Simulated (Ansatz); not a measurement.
## CrH2S2 in Ansatz, relaxation

Launch command:

```bash
ansatz run input.yaml --threads 2 --pin off --max-ram 3584MiB --backend cpu --events-out ev --progress --plain --runs-dir out
```

input.yaml:

```yaml
crystal:
  lattice:
    - [3.743919, 0.0, 0.0]
    - [-1.87196, 3.242331, 0.0]
    - [0.0, 0.0, 5.515061]
  atoms:
    - { symbol: Cr, position: [0.0, 0.0, 0.0], spin: 3, spin_axis: [0.0, 0.0, 1.0] }
    - { symbol: S, position: [0.3333, 0.6667, 0.2153] }
    - { symbol: S, position: [0.6667, 0.3333, 0.7847] }
    - { symbol: H, position: [0.3333, 0.6667, 0.4537] }
    - { symbol: H, position: [0.6667, 0.3333, 0.5463] }
kpoints:
  mp_grid: { grid: [6, 6, 3], shift: [0, 0, 0] }
magnetization:
  noncollinear: true
  spin_orbit: true
scf:
  occupations: { method: cold, width: 0.1055 }
  lower_state_search: "off"
hamiltonian:
  pseudopotentials: { kind: paw_fr }
  xc: r2scan
  hubbard:
    projectors: all-electron-ortho-atomic
    sites: [{ species: Cr, l: d, u_eff: 6.3 }]
basis:
  ecutwfc: 500
  fft_grid_basis: typed
relax:
  max_steps: 80
  cell: { p_target: 0.0 }
  f_tol: 0.03
output:
  forces: true
  stress: true
  eigenvalues: true
  bader: true
  populations: true
  elf: true
  write_potential: true
  volumetric_format: npy
  dos:
    e_range: [-12, 8]
    de: 0.05
    projected: { site_lists: { Cr: [Cr], H: [H], S: [S] } }
    method: { smearing: { sigma: 0.1, scheme: gaussian } }
  write_density: true
checkpoint:
  read: saved_state
```

Origin of the cell: a known structure type with other elements, at an estimated volume, so it need not be a known compound.

The saved state is a converged single point of the same cell, with its larger moments on Cr1 (non-collinear).

Steps («new basis» is an SCF on plane waves selected anew at the same cell):

```csv
step,ΔF (meV/atom),max force component (eV/Å),P (GPa),volume (Å³),SCF iterations,step was
1,0.0,0.739,14.06,66.95,8,accepted
2,-98.8,0.253,4.52,73.97,13,accepted
3,-119.7,0.338,1.22,79.78,14,accepted
4,-124.3,0.143,-0.27,81.44,11,accepted
5,-125.5,0.077,-0.43,82.14,11,accepted
6,-125.8,0.103,-0.04,82.72,10,accepted
7,-126.0,0.044,-0.07,82.56,6,accepted
8,-126.1,0.016,-0.03,82.32,9,accepted
9,-126.2,0.011,-0.01,82.23,8,accepted
10,-126.2,0.010,0.03,82.17,9,accepted
11,-126.2,0.007,0.00,82.12,10,accepted
12,-127.5,0.004,0.03,82.12,13,new basis
13,-127.5,0.003,0.00,82.21,9,accepted
14,-127.5,0.003,0.00,82.21,8,new basis
```

The starting structure.

Space group P-3m1 (No. 164); the run's cell has a = 3.744 Å, b = 3.744 Å, c = 5.515 Å, α = 90.00°, β = 90.00°, γ = 120.00°. Shortest distances: H–S 1.31 Å, H–H 2.22 Å, Cr–S 2.47 Å, S–S 3.21 Å, Cr–H 3.31 Å.

After:

Space group C2/m (No. 12); the run's cell has a = 3.930 Å, b = 3.930 Å, c = 5.831 Å, α = 88.68°, β = 91.32°, γ = 114.07°. Shortest distances: H–S 1.34 Å, H–H 2.37 Å, Cr–S 2.50 Å, Cr–H 3.21 Å, S–S 3.35 Å.

```xyz
5
Lattice="3.9247 0.2035 -0.0463 -1.7861 3.5007 0.0463 -0.0682 0.0394 5.8306" Properties=species:S:1:pos:R:3 pbc="T T T"
Cr    0.0000    0.0000    0.0000
S     0.1089    2.4065    1.2556
S     1.9614    1.3370    4.5750
H    -0.0820    2.5168    2.5812
H     2.1524    1.2268    3.2494
```

```
Free energy lowered by  : 127.5 meV/atom
Volume change           : 22.80 %
Final pressure          : 0.00 GPa
Relaxation steps listed : 14
Total moment            : 4.00 μB
```

Caveats: the magnetic state was chosen at the start cell and may not be the lowest after relaxing; the relaxation held the start's symmetry, so the end may be a saddle point.

It ran for 12 min on 2 threads of Arm Neoverse V1, with other jobs on the host, peak memory 1 GiB, from a saved density.
